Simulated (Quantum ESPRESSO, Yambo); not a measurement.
**Levels of theory for the gap of MoTe$_{2}$**

MoTe2 (space group P6_3/mmc, No. 194): one geometry, one set of PBE (stringent potentials; Quantum ESPRESSO, PseudoDojo norm-conserving, 107 Ry, without SOC) orbitals, self-energies from Yambo (3×3×1 Γ-centred k mesh, bands 19 to 475 and a 12 Ry block in the screening, 475 bands in G with the Bruneval-Gonze terminator, plasmon pole fitted at 27.2 eV).

Cell and atoms were relaxed with PBE+D3(BJ) from Materials Project entry mp-602, within its symmetry.

```tsv
level	gap Γ → K (eV)	direct gap at K (eV)	rough Yambo cost
PBE (Quantum ESPRESSO)	0.95	1.03	–
exchange only (Hartree-Fock self-energy on PBE orbitals)	4.85	5.41	about 1/30 (4 states)
static COHSEX@PBE	1.50	1.58	within a factor of two (3 states)
G0W0@PBE, plasmon pole	1.17	1.22	1 (4 states)
```

Bare exchange has no screening and gives the widest gap; static COHSEX screens it but leaves out the frequency dependence, which G0W0 restores. The mesh misses a band edge: along a dense path the PBE gap is 0.60 eV against 0.95 eV on the mesh.

Costs are rough ratios of core time on shared machines.

Nearest settings tried, and what they do to the gap: 268 bands in G: +1 meV; 268 bands in W, 268 bands in G: -17 meV; 7 Ry block (315 vectors against 713): -44 meV. Not varied: mesh. So the settings aren't converged at that level. The k mesh is coarse.

Without spin-orbit coupling, band edges of such heavy elements can be off by tenths of an eV.
